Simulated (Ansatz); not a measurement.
The start is a generated cell, MgO built in the AFLOW prototype AB_oI4_44_a_b (as in GaAs). The structure is fully relaxed (lattice and positions, P = 0) with r2SCAN (plane waves to 500 eV, PAW, scalar-relativistic; Ansatz, an electronic-structure program). The first steps use a coarse 11×11×11 k-mesh.

The start:
```
MgO
1.0
   -2.20306     2.26285     1.21191
    2.20306    -2.26285     1.21191
    2.20306     2.26285    -1.21191
Mg O
1 1
Direct
  0.00000   0.00000   0.00000
  0.57500   0.07500   0.50000
```

Task: How large is the pressure on the unrelaxed cell, and of which sign?

Result: -14.2 GPa (negative: the cell is under tension).

Task: What symmetry does the relaxed structure have?

Result: The space group goes from Imm2 (No. 44) to Fm-3m (No. 225); the end is rock salt type, with 2 atoms in the primitive cell.

Task: How much energy is released per atom?

Result: 1.77 eV/atom.

Task: What band gap does the relaxed structure have at this level?

Result: 5.68 eV, direct at Γ (no spin-orbit coupling).

Task: Write out the relaxed structure.

Result: 
```cif
data_Mg4O4
_chemical_formula_sum 'Mg4 O4'
_space_group_name_H-M_alt 'Fm-3m'
_space_group_IT_number 225
_space_group_name_Hall '-F 4 2 3'
_cell_length_a 4.20762
_cell_length_b 4.20762
_cell_length_c 4.20762
_cell_angle_alpha 90.000
_cell_angle_beta 90.000
_cell_angle_gamma 90.000
loop_
_atom_site_label
_atom_site_type_symbol
_atom_site_symmetry_multiplicity
_atom_site_Wyckoff_symbol
_atom_site_fract_x
_atom_site_fract_y
_atom_site_fract_z
_atom_site_occupancy
Mg1 Mg 4 a 0.00000 0.00000 0.00000 1
O1 O 4 b 0.50000 0.50000 0.50000 1
```
(The calculation used a cell of 2 atoms; values per cell refer to that cell.)

Final values are on a 13×13×13 k-mesh of the relaxed cell. No spin polarisation in the result.

The run could not lose the symmetry of its start.
